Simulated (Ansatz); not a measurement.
SnO$_{2}$:
```cif
data_O4Sn2
_chemical_formula_sum 'Sn2 O4'
_space_group_name_H-M_alt 'P 1'
_space_group_IT_number 1
_cell_length_a 3.55729
_cell_length_b 3.55729
_cell_length_c 5.40033
_cell_angle_alpha 90.000
_cell_angle_beta 90.000
_cell_angle_gamma 90.000
loop_
_space_group_symop_operation_xyz
  'x, y, z'
loop_
_atom_site_label
_atom_site_type_symbol
_atom_site_fract_x
_atom_site_fract_y
_atom_site_fract_z
_atom_site_occupancy
Sn1 Sn 0.00000 0.00000 0.00000 1
Sn2 Sn 0.50000 0.50000 0.50000 1
O1 O 0.00000 0.50000 0.18210 1
O2 O 0.00000 0.50000 0.68210 1
O3 O 0.50000 0.00000 0.31790 1
O4 O 0.50000 0.00000 0.81790 1
```

Relaxed with PBEsol. DFT-PBEsol in the program Ansatz with PAW potentials gives a gap of 0.94 eV.

Q: What gap does HSE06 give on the same cell (Ansatz, PAW)?

A: 2.47 eV, 1.54 eV more. The hybrid was solved on a coarser mesh and at special points; the gap given is the minimum over both.

```
k  v1 PBEsol  c1 PBEsol  v1 HSE06  c1 HSE06
-  ---------  ---------  --------  --------
Γ      -0.10       0.94     -0.20      2.47
Z      -0.06       3.50         …         …
M       0.00       5.52         …         …
A      -0.35       5.91         …         …
R      -1.32       4.83     -1.37      6.62
X      -0.48       4.54         …         …
```

Q: Top valence (v1) and lowest conduction level (c1) in eV from each method's valence maximum (which need not be a listed point): supply the withheld HSE06 values.

A: 
- Z, v1 HSE06: -0.16
- Z, c1 HSE06: 5.14
- X, v1 HSE06: -0.51
- X, c1 HSE06: 6.32
- A, v1 HSE06: -0.34
- A, c1 HSE06: 7.93
- M, v1 HSE06: 0.00
- M, c1 HSE06: 7.45

Cost on shared cores: the PBEsol run (SCF on a 8×8×5 mesh, then bands and DOS) roughly 40 core-seconds, the HSE06 run (SCF on 5×5×3, then a few points) roughly 80 core-seconds; the tasks are unlike.

Space group P4_2/nmc. A made-up cell: these elements were put on the sites of a structure type; neither database checked (COD, Materials Project) lists it. It is not the phase usual at ambient conditions (space group No. 136). The PBEsol relaxation kept the symmetry of its start. At this level the phase is dynamically unstable (imaginary phonons). Spin–orbit coupling is left out wherever it is not named.

Potentials: the earlier of the program's two PAW sets. The files were generated under PBE; for other functionals the program regenerates the frozen cores, and for LDA and PBEsol the local potential too.
